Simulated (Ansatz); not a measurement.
SiSe2:
```
CELL_PARAMETERS angstrom
      0.00000     3.18501     3.18501
      3.18501     0.00000     3.18501
      3.18501     3.18501     0.00000
ATOMIC_POSITIONS crystal
  Si 0.00000 0.00000 0.00000
  Se 0.25000 0.25000 0.25000
  Se 0.75000 0.75000 0.75000
```

Relaxed with PBE. Special points in fractions of this cell's reciprocal vectors: Γ (0.000, 0.000, 0.000); X (0.500, 0.000, 0.500); U (0.625, 0.250, 0.625); K (0.375, 0.375, 0.750); L (0.500, 0.500, 0.500); W (0.500, 0.250, 0.750).

List the band energies nearest the Fermi level at these points for PBE in the plane-wave PAW code Ansatz.

In eV from the Fermi level; about four levels below and three above (degenerate sets whole), none deeper than 8.9 eV; points with the same levels are listed once.

```tsv
k	below	above
Γ	-3.63 -3.63 -3.63 -1.89 -1.89 -1.89	1.79 1.79 1.79
X	-8.83 -5.56 -5.56 -1.87	0.36 0.36 1.39
U	-5.18 -1.39 -0.69 -0.58	1.06 3.54 3.98
L	-3.85 -3.85 -3.19 -2.68 -2.68	1.37 3.80 3.80
W	-6.04 -3.31 -3.31 -0.49	0.63 1.04 2.51
```

Space group Fm-3m (fluorite or antifluorite type). A made-up cell: these elements were put on the sites of a structure type; neither database checked (COD, Materials Project) lists it. COD files the formula under space group No. 72, so this cell is another polymorph or a model. Its standing as an ambient phase is unchecked. Symmetry was held in the PBE relaxation; its stability against distortions is not shown here. Spin–orbit coupling is left out wherever it is not named.

Potentials: the later of the program's two PAW sets.
